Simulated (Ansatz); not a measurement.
CuI (zinc blende)

```
CuI
1.0
    0.00000     3.01151     3.01151
    3.01151     0.00000     3.01151
    3.01151     3.01151     0.00000
I Cu
1 1
Direct
  0.75000   0.75000   0.75000
  0.00000   0.00000   0.00000
```

The slice is a {110} plane (indices of the conventional cell) through the point (0.000, 0.000, 0.000) (fractional), spanned by u = [100] and v = [1 -1 -1] in vectors of this cell: u (4.26 Å) and v (6.02 Å, at 90° to u). It covers one period; positions are fractions (u, v).

All values below come from r2SCAN (plane waves to 500 eV, PAW, scalar-relativistic; Ansatz, a quantum-chemistry and plane-wave program). k mesh 10×10×10. Inside the PAW spheres the values are not all-electron values, and peaks at nuclei hang on which shells count as valence. CuI is run without spin polarisation. CuI was relaxed with its symmetry unable to fall. Spin-orbit coupling is left out, though I is heavy.

The ELF has a maximum in the middle third of the I–Cu line. Where, and how high?

0.70, 1.1 Å from I.

What is the valence density on the shortest I–Cu line in this plane (2.61 Å), at its minimum between the atoms?

0.37 e/Å³.

What is the ELF at the density minimum of the shortest I–Cu line in this plane (2.61 Å)?

0.2.

Sketch the electrostatic potential energy of an electron, from the cell's mean on this plane as a map.


```
|xxxx1678888761xxx|
|xxxx3789999873xxx|
|xxx268999999862xx|
|01357899999987531|
|56678999999998766|
|78889999999999888|
|88999999999999998|
|99999999999999999|
|99999999999999999|
|99999999999999999|
|99999998888999999|
|99999877667789999|
|99998642112468999|
|99986300000036899|
|998730xxxxxx03789|
|998500xxxxxx00589|
|88740xxxxxxxx0478|
|77640xxxxxxxx0467|
|55530xxxxxxxx0355|
|012300xxxxxx00321|
|xxx010xxxxxx010xx|
|xxxx1100000011xxx|
|xxxx0442112440xxx|
|xxxx0566666650xxx|
```
Scale: ten equal steps from -2.00 (start of '0') to 6.23 (end of '9'), in the order '0123456789'. Values: electrostatic potential energy of an electron, from the cell's mean, in eV. The map has 17 points along u (one character each, u = 0 at the left) and 24 along v (v = 0 in the bottom row). Points within 1 Å of a nucleus are blanked (x), as the pseudised field means little there. Values under -2 eV are set to -2. The zero, the cell's mean, hangs on the PAW cores.
